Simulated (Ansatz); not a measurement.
Al$_{2}$Au (fluorite or antifluorite type, Fm-3m) at seven volumes, plane-wave PAW PBE (Ansatz code), scaled uniformly. One row is withheld.

```tsv
V (Å³/atom)	P (GPa)
16.884	12.38
17.441	7.52
17.997	3.43
18.554	0.00
19.111	-2.88
19.667	?
20.224	-7.30
```

Fit the shown pressures and predict the withheld one.

P = (3/2)B₀(x^(7/2) − x^(5/2))[1 + (3/4)(B′ − 4)(x − 1)] with x = (V₀/V)^(2/3). Least squares on the six rows gives V₀ = 18.554 Å³/atom, B₀ = 104 GPa, B′ = 4.85. At V = 19.667, x = 0.9619 and P = -5.26 GPa. The run itself gave -5.29 GPa.

The cell was relaxed with PBE under the symmetry of its start. Spin–orbit coupling is left out wherever it is not named.

Potentials: the later of the program's two PAW sets.
